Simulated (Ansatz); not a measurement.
# Guessed and relaxed cells of Ga2Te2O

Recipe of this trial structure of Ga2Te2O: random cell by space group and Wyckoff sites (P6/mmm, No. 191). The dimensions are guesses.

start.cif

```cif
data_structure
_symmetry_space_group_name_H-M 'P6/mmm'
_symmetry_Int_Tables_number 191
_cell_length_a 4.0922
_cell_length_b 4.0922
_cell_length_c 5.9978
_cell_angle_alpha 90.000
_cell_angle_beta 90.000
_cell_angle_gamma 120.000
_cell_volume 86.98
loop_
_atom_site_label
_atom_site_type_symbol
_atom_site_symmetry_multiplicity
_atom_site_Wyckoff_symbol
_atom_site_fract_x
_atom_site_fract_y
_atom_site_fract_z
_atom_site_occupancy
Ga1 Ga 2 e 0.00000 0.00000 0.38842 1
Te1 Te 2 d 0.33333 0.66667 0.50000 1
O1 O 1 b 0.00000 0.00000 0.50000 1
```

Theory: DFT PBE, scalar-relativistic, plane waves, PAW (Ansatz). Cutoff 420 eV, Gaussian smearing, Γ-centred meshes. Cell and atoms relax first on a coarse mesh and then on a finer one. In between, the cell is made exact in the group found at 0.06 Å. In metals the finer mesh still leaves noise of several meV/atom or more. The steps can't lower the symmetry of their start. No spin polarisation.

end.cif

```cif
data_structure
_symmetry_space_group_name_H-M 'P6/mmm'
_symmetry_Int_Tables_number 191
_cell_length_a 5.2803
_cell_length_b 5.2803
_cell_length_c 8.3994
_cell_angle_alpha 90.000
_cell_angle_beta 90.000
_cell_angle_gamma 120.000
_cell_volume 202.81
loop_
_atom_site_label
_atom_site_type_symbol
_atom_site_symmetry_multiplicity
_atom_site_Wyckoff_symbol
_atom_site_fract_x
_atom_site_fract_y
_atom_site_fract_z
_atom_site_occupancy
Ga1 Ga 2 e 0.00000 0.00000 0.27056 1
Te1 Te 2 d 0.33333 0.66667 0.50000 1
O1 O 1 b 0.00000 0.00000 0.50000 1
```

The symmetry stays P6/mmm (No. 191). The volume per atom grows by 133.2 %, from 17.4 to 40.6 Å³. The shortest distance goes from 0.67 Å (Ga–O) to 1.93 Å (Ga–O). The energy falls by about 84.7 eV/atom (the start's value is from the coarse mesh).

- Volume per atom: 40.6 Å³
- Density: 3.4 g/cm³
- Formation energy: −0.08 eV/atom
- Gap on the 12×12×6 mesh of the 5-atom cell: 0 eV (the bands overlap slightly)

Energies over the elements count from the elements' standard structures at the same level (O₂ as a molecule), with no fitted energy shifts.

The last run used Gaussian smearing of 0.10 eV. No dispersion correction is applied, so the spacing and binding between layers, chains or molecules are poorly described. These runs have no spin–orbit coupling, which can matter for Te. The zero gap may come from the functional, which often closes small gaps, or the cell may be a true semimetal. The reference form of Te is held partly by dispersion forces, which this level lacks. A structure relaxed within its symmetry needn't be a true minimum. In all, the 3 runs took 8.7 min on 1 thread of Arm Neoverse V1, with other jobs on the host. Another cell of Ga2Te2O relaxed alike, in P6/mmm, lies 123 meV/atom lower, so this cell isn't the stable form at this level.
